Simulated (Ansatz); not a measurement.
MgS: strain and displacement

```yaml
crystal:
  lattice:
    - [0.00000, 2.60165, 2.60165]
    - [2.60165, 0.00000, 2.60165]
    - [2.60165, 2.60165, 0.00000]
  atoms:
    - { symbol: Mg, position: [0.00000, 0.00000, 0.00000] }
    - { symbol: S, position: [0.50000, 0.50000, 0.50000] }
```

Atoms are numbered in the order listed.

The cell is COD entry 9008672, as deposited and not checked against the literature; nothing was relaxed.

Theory: DFT, PBEsol, all-electron PAW with datasets made for the crystal, scalar-relativistic in Ansatz 0.2.0.

Sampling and basis: a Γ-centred 10×10×10 k mesh, Fermi–Dirac smearing of 0.03 eV, cutoff 200 eV (chosen by the program for this cell), no spin polarisation.

The unchanged cell is at -0.96 GPa.

Semilocal functionals give too small gaps.

x, y and z are the Cartesian axes of the cell as listed; fractional coordinates follow a strain, and an engineering shear is twice the off-diagonal strain component.

Vzz stands for the principal value of largest size of the field-gradient tensor, whatever its axis.

Q: One change gave: energy change under 1 meV/atom; stress change (xx, yy, zz, yz, xz, xy) 0.01, 0.01, 0.01, -0.54, -0.54, -0.54 GPa, compression positive; Vzz in 10²¹ V/m²: Mg1 0 → -0.05 (η = 0.00), S2 0 → 0.57 (η = 0.00); gap on the k mesh 2.70 → 2.65 eV. Which change was it?
A. equal xy, yz and zx engineering shear strains of +1 %
B. equal xy, yz and zx engineering shear strains of -1 %
C. equal xy, yz and zx engineering shear strains of -2 %
D. equal xy, yz and zx engineering shear strains of +2 %

A: A. For equal xy, yz and zx engineering shear strains of -2 %: energy change +3 meV/atom; stress change (xx, yy, zz, yz, xz, xy) 0.02, 0.02, 0.02, 1.04, 1.04, 1.04 GPa, compression positive; Vzz in 10²¹ V/m²: Mg1 0 → 0.10 (η = 0.00), S2 0 → -1.09 (η = 0.00); gap on the k mesh 2.70 → 2.51 eV. For equal xy, yz and zx engineering shear strains of -1 %: energy change under 1 meV/atom; stress change (xx, yy, zz, yz, xz, xy) 0.01, 0.01, 0.01, 0.53, 0.53, 0.53 GPa, compression positive; Vzz in 10²¹ V/m²: Mg1 0 → 0.05 (η = 0.00), S2 0 → -0.55 (η = 0.00); gap on the k mesh 2.70 → 2.61 eV. For equal xy, yz and zx engineering shear strains of +2 %: energy change +4 meV/atom; stress change (xx, yy, zz, yz, xz, xy) 0.02, 0.02, 0.02, -1.10, -1.10, -1.10 GPa, compression positive; Vzz in 10²¹ V/m²: Mg1 0 → -0.10 (η = 0.00), S2 0 → 1.14 (η = 0.00); gap on the k mesh 2.70 → 2.59 eV.
